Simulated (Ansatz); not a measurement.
Data:

Ge:
```cif
data_Ge12
_chemical_formula_sum 'Ge12'
_space_group_name_H-M_alt 'P 1'
_space_group_IT_number 1
_cell_length_a 5.92923
_cell_length_b 5.92923
_cell_length_c 6.95479
_cell_angle_alpha 90.000
_cell_angle_beta 90.000
_cell_angle_gamma 90.000
loop_
_space_group_symop_operation_xyz
  'x, y, z'
loop_
_atom_site_label
_atom_site_type_symbol
_atom_site_fract_x
_atom_site_fract_y
_atom_site_fract_z
_atom_site_occupancy
Ge1 Ge 0.08856 0.08856 0.00000 1
Ge2 Ge 0.41144 0.58856 0.75000 1
Ge3 Ge 0.91144 0.91144 0.50000 1
Ge4 Ge 0.58856 0.41144 0.25000 1
Ge5 Ge 0.17208 0.36941 0.25747 1
Ge6 Ge 0.13059 0.67208 0.00747 1
Ge7 Ge 0.82792 0.63059 0.75747 1
Ge8 Ge 0.86941 0.32792 0.50747 1
Ge9 Ge 0.67208 0.13059 0.99253 1
Ge10 Ge 0.63059 0.82792 0.24253 1
Ge11 Ge 0.32792 0.86941 0.49253 1
Ge12 Ge 0.36941 0.17208 0.74253 1
```

This is the PBEsol-relaxed structure.

All from plane-wave PAW PBEsol (Ansatz code), unless another level is named. Estimate the vibrational entropy at 300 K.

35.1 J/(K·mol of atoms).

What about the Young's modulus?

112 GPa.

Next, the highest zone-centre frequency?

281 cm⁻¹.

Space group P4_32_12. The workflow started from a Materials Project entry (that database holds measured and hypothetical structures alike); the Crystallography Open Database files this formula in space group No. 96, but the cells were not matched. It is not the phase usual at ambient conditions (space group No. 227). The PBEsol relaxation kept the symmetry of its start; phonons on a q-mesh show no instability.

Potentials: the later of the program's two PAW sets.
